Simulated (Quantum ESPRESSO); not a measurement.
**Kohn-Sham bands of MoS2 (R3m)**

```
MoS2
1.0
   -1.59215     2.75768     0.00000
   -3.18430     0.00000     0.00000
   -1.59215     0.91923     6.48210
Mo S
1 2
Direct
  0.00022   0.00022   0.99934
  0.58706   0.58706   0.23881
  0.74670   0.74670   0.75991
```

Structure: Materials Project mp-1434, symmetrised, not relaxed again. COD (Crystallography Open Database) has the formula in 3 space groups, this one among them (matched by group alone). Level: PBEsol, spinors with spin-orbit coupling; pw.x of Quantum ESPRESSO at 64 Ry with PseudoDojo potentials, 6×6×6 k-points, Wannier90. Density: 12×12×12 mesh, cold smearing 0.01 Ry. The cell is built of weakly bound layers, chains or molecules, whose nearest atoms lie 3.85 Å apart. Database cells relaxed without dispersion often hold them too far apart, which can enlarge gaps and weakens couplings between them; spacing and stacking were not compared with the measured crystal.

Energies are relative to the valence-band maximum; weights are on the orthonormalised atomic waves of the pseudopotential files, averaged over the group. 26 electrons a cell are treated as valence.

| bands | from (eV) | to (eV) | filling | weight on atomic waves |
|---|---|---|---|---|
| 1–2 | -61.31 | -61.27 | filled | (withheld) |
| 3–4 | -37.21 | -37.07 | filled | (withheld) |
| 5–8 | -34.79 | -34.48 | filled | (withheld) |
| 9–12 | -14.74 | -12.42 | filled | (withheld) |
| 13–26 | -6.57 | 0.00 | filled | (withheld) |
| 27–34 | 1.06 | 4.36 | empty | (withheld) |

Question: Which atomic shells make up each group?

Answer: 
- 1–2, weight on atomic waves: Mo 4s 96 %
- 3–4, weight on atomic waves: Mo 4p 98 %
- 5–8, weight on atomic waves: Mo 4p 98 %
- 9–12, weight on atomic waves: S 3s 78 %, Mo 4d 11 %, Mo 5s 8 %
- 13–26, weight on atomic waves: S 3p 60 %, Mo 4d 34 %
- 27–34, weight on atomic waves: Mo 4d 56 %, S 3p 37 %

The Kohn-Sham gap over both meshes and the path is 1.06 eV.
